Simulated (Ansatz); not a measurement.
An Ansatz (a program for electronic structure) run. Input:

Ansatz 0.2 input:
```yaml
crystal:
  lattice:
    - [3.9855483367, 0.0, 0.0]
    - [0.0, 3.9855483367, 0.0]
    - [0.0, 0.0, 3.9855483367]
  atoms:
    - { symbol: Au, position: [0.0, 0.5, 0.5] }
    - { symbol: Au, position: [0.5, 0.0, 0.5] }
    - { symbol: Au, position: [0.5, 0.5, 0.0] }
    - { symbol: Li, position: [0.0, 0.0, 0.0] }
kpoints:
  mp_grid: { grid: [8, 8, 8] }
  band_path:
    path:
      - [[0.0, 0.0, 0.0], [0.0, 0.5, 0.0], [0.5, 0.5, 0.0], [0.0, 0.0, 0.0], [0.5, 0.5, 0.5], [0.0, 0.5, 0.0]]  # Γ-X-M-Γ-R-X
      - [[0.5, 0.5, 0.5], [0.5, 0.5, 0.0]]  # R-M
    npoints: 12
basis: { xc_grid: 2 }
hamiltonian:
  xc: pbesol
  pseudopotentials: { kind: paw }
magnetization: { noncollinear: true, spin_orbit: true }
scf:
  n_extra_bands: 12
  convergence: { dr2_threshold: 0.0000000001 }
  occupations: { method: gaussian, width: 0.05 }
output: { eigenvalues: true }
```

Output (shortened):

```
Pseudopotential: Au, paw_fr, valence charge 19
Pseudopotential: Li, paw_fr, valence charge 3
Functional definition: PBEsol
non-collinear run that drives no moment, with spin-orbit …
Crystal: 4 atoms, lattice volume = 63.309 Å³
Basis set: ecut = 420 eV, 1237 PW (Γ), exchange–correlation on 54×54×54 points (8 copies of the dense FFT grid, shifted against one another)
Bands: 72, of which v1, the nominal top of the filled ones, is band 60 counted from 1 (59 counted from 0)
Symmetry: 48 space group operations + 48 with time reversal
k-points: 35 of 512
Projection manifold: j_resolved (fully-relativistic pseudo-atomic orbitals)
SCF iter   1: F=—  HF=-39338.446381 eV  |F-HF|=—  |Δ(HF+E_count)|=         —  Δρ=9.63e-2  dr2=8.15e0  dr2_m=0.00e0 (ungated)  ethr=3.10e-3  |M|=0.00e0 ∫|m|=0.00e0 μB  |m|>n=0.0e0 m-floor=0.0e0 τ_xc=0.0e0  β_m=0.30  ⟨swp⟩=6.5  Hψ=5422  notcnv=0  defer=12
preconditioner: auto → Resta (q_TF=auto, 2.704 Å⁻¹)
spin=Noncollinear: Resta preconditioning applied to the charge; magnetization (m_x, m_y, m_z) channels mix plain (no charge-response kernel on spin).
SCF iter   2: F=—  HF=-39337.005247 eV  |F-HF|=—  |Δ(HF+E_count)|=    1.44e0  Δρ=5.83e-2  dr2=3.13e0  dr2_m=0.00e0 (ungated)  ethr=3.10e-3  |M|=0.00e0 ∫|m|=0.00e0 μB  |m|>n=0.0e0 m-floor=0.0e0 τ_xc=0.0e0  β_m=0.51  ⟨swp⟩=2.4  Hψ=2050  notcnv=0  defer=210
SCF iter   3: F=—  HF=-39336.095067 eV  |F-HF|=—  |Δ(HF+E_count)|=   9.10e-1  Δρ=1.40e-2  dr2=1.48e-1  dr2_m=0.00e0 (ungated)  ethr=3.10e-3  |M|=0.00e0 ∫|m|=0.00e0 μB  |m|>n=0.0e0 m-floor=0.0e0 τ_xc=0.0e0  β_m=0.76  ⟨swp⟩=2.1  Hψ=1904  notcnv=0  defer=208
SCF iter   4: F=—  HF=-39336.044112 eV  |F-HF|=—  |Δ(HF+E_count)|=   5.10e-2  Δρ=2.60e-3  dr2=7.03e-3  dr2_m=0.00e0 (ungated)  ethr=2.47e-4  |M|=0.00e0 ∫|m|=0.00e0 μB  |m|>n=0.0e0 m-floor=0.0e0 τ_xc=0.0e0  β_m=0.88  ⟨swp⟩=2.3  Hψ=2638  notcnv=0  defer=194
SCF iter   5: F=—  HF=-39336.042068 eV  |F-HF|=—  |Δ(HF+E_count)|=   2.04e-3  Δρ=9.36e-4  dr2=8.73e-4  dr2_m=0.00e0 (ungated)  ethr=1.17e-5  |M|=0.00e0 ∫|m|=0.00e0 μB  |m|>n=0.0e0 m-floor=0.0e0 τ_xc=0.0e0  β_m=0.94  ⟨swp⟩=2.0  Hψ=1717  notcnv=0  defer=194
SCF iter   6: F=—  HF=-39336.041889 eV  |F-HF|=—  |Δ(HF+E_count)|=   1.79e-4  Δρ=2.20e-4  dr2=2.18e-5  dr2_m=0.00e0 (ungated)  ethr=1.46e-6  |M|=0.00e0 ∫|m|=0.00e0 μB  |m|>n=0.0e0 m-floor=0.0e0 τ_xc=0.0e0  β_m=0.97  ⟨swp⟩=2.0  Hψ=1754  notcnv=0  defer=194
SCF iter   7: F=—  HF=-39336.041895 eV  |F-HF|=—  |Δ(HF+E_count)|=   5.88e-6  Δρ=5.39e-5  dr2=2.10e-6  dr2_m=0.00e0 (ungated)  ethr=3.64e-8  |M|=0.00e0 ∫|m|=0.00e0 μB  |m|>n=0.0e0 m-floor=0.0e0 τ_xc=0.0e0  β_m=0.98  ⟨swp⟩=2.0  Hψ=1818  notcnv=0  defer=194
SCF iter   8: F=—  HF=-39336.041883 eV  |F-HF|=—  |Δ(HF+E_count)|=   1.12e-5  Δρ=9.07e-6  dr2=4.81e-8  dr2_m=0.00e0 (ungated)  ethr=3.50e-9  |M|=0.00e0 ∫|m|=0.00e0 μB  |m|>n=0.0e0 m-floor=0.0e0 τ_xc=0.0e0  β_m=0.99  ⟨swp⟩=2.2  Hψ=1768  notcnv=0  defer=194
SCF iter  10: F=-39336.041883 eV  HF=-39336.041883 eV  |F-HF|=5.09e-11  |Δ(HF+E_count)|=  5.17e-10  Δρ=3.89e-7  dr2=7.78e-11  dr2_m=0.00e0 (ungated)  ethr=1.00e-12  |M|=0.00e0 ∫|m|=0.00e0 μB  |m|>n=0.0e0 m-floor=0.0e0 τ_xc=0.0e0  ⟨swp⟩=7.6  Hψ=4715  notcnv=0
SCF 1 converged in 10 iterations: F = -39336.041883 eV  dr2 = 7.78e-11
NSCF: frozen V_eff on 74 k-points
SCF converged after 10 iterations
Magnetization: |M| = 0.0000 μB,  M = (+0.0000, +0.0000, +0.0000) μB
Absolute magnetization: 0.0000 μB (∫|m|)
  site 0: m = (+0.0000, +0.0000, +0.0000) μB, |m| = 0.0000 μB  (R = 1.16 Å)
  site 1: m = (+0.0000, +0.0000, +0.0000) μB, |m| = 0.0000 μB  (R = 1.16 Å)
  site 2: m = (+0.0000, +0.0000, +0.0000) μB, |m| = 0.0000 μB  (R = 1.16 Å)
  site 3: m = (+0.0000, +0.0000, +0.0000) μB, |m| = 0.0000 μB  (R = 1.16 Å)
Free energy (F): -39336.041883 eV
Harris-Foulkes:  -39336.041883 eV  (|F-HF|=5.09e-11)
Internal energy: -39336.038449 eV  (E = F + TS)
E sigma→0 (E₀):  -39336.040166 eV
Entropy (-TS):   -0.003434 eV (-0.858 meV/atom)
Fermi energy:    17.233375 eV
--- Per-component energies (eV) ---
  E_band       = -896.661284
  E_kinetic    = 1835.764797
  E_local      = -6240.688767  (includes V_loc(G=0)·N_el)
  E_nonlocal   = 156.031131
  E_hartree    = 2637.689665
  E_xc         = -692.883489
  E_vxc        = -840.930707  (∫ρ·V_xc dr)
  E_paw        = -28796.618415  (= ΣΔE_a)
  E_vpaw       = -1082.220189  (= ΣTr[D̂ρ^β])
  E_aug_tail   = 0.003798  (compensation charges beyond the density's cutoff)
  E_ewald      = -8236.282076
  E_core_change = 0.944906  (= ΣΔE_core)
  E_smearing   = -0.003434  (= −TS)
  E_closure    = 0.000000  (closes the sum)
  Σ components = -39336.041883   (vs F -39336.041883, Δ=0.00e0)
  [band-id]    e_kinetic+e_local+e_nonlocal+2·e_hartree+e_vxc+e_vpaw+e_augmentation_tail = -896.660608   (vs E_band -896.661284, Δ=6.76e-4)
--- Band table (eV; the first three rows and the last of 35) ---
  k-point 0: bands = ["-88.4927", "-88.4927", "-88.4753", "-88.4753", "-88.4753", "-88.4753", "-52.2622", "-52.2622", "-52.2622", "-52.2622", "-52.2031", "-52.2031", "-35.7814", "-35.7814", "-35.6911", "-35.6911", "-35.6911", "-35.6911", "-35.5967", …
  k-point 1: bands = ["-88.4921", "-88.4921", "-88.4758", "-88.4758", "-88.4753", "-88.4753", "-52.2622", "-52.2622", "-52.2602", "-52.2602", "-52.2051", "-52.2051", "-35.7752", "-35.7752", "-35.6896", "-35.6896", "-35.6866", "-35.6866", "-35.5979", …
  k-point 2: bands = ["-88.4905", "-88.4905", "-88.4775", "-88.4775", "-88.4753", "-88.4753", "-52.2622", "-52.2622", "-52.2547", "-52.2547", "-52.2107", "-52.2107", "-35.7595", "-35.7595", "-35.6837", "-35.6837", "-35.6741", "-35.6741", "-35.6017", …
  k-point 34: bands = ["-88.4810", "-88.4810", "-88.4810", "-88.4810", "-88.4810", "-88.4810", "-52.2434", "-52.2434", "-52.2428", "-52.2428", "-52.2428", "-52.2428", "-35.7649", "-35.7649", "-35.7273", "-35.7273", "-35.6385", "-35.6385", "-35.6385", …
```

Cost: roughly 60 core-seconds on shared cores.

Space group Pm-3m (Cu3Au type). The workflow started from an entry of the Crystallography Open Database (COD). Whether it is the stable phase at ambient conditions was not checked. The PBEsol relaxation kept the symmetry of its start; whether a distortion lowers the energy is not shown.

Potentials: the later of the program's two PAW sets.

Ansatz is a plane-wave DFT program.
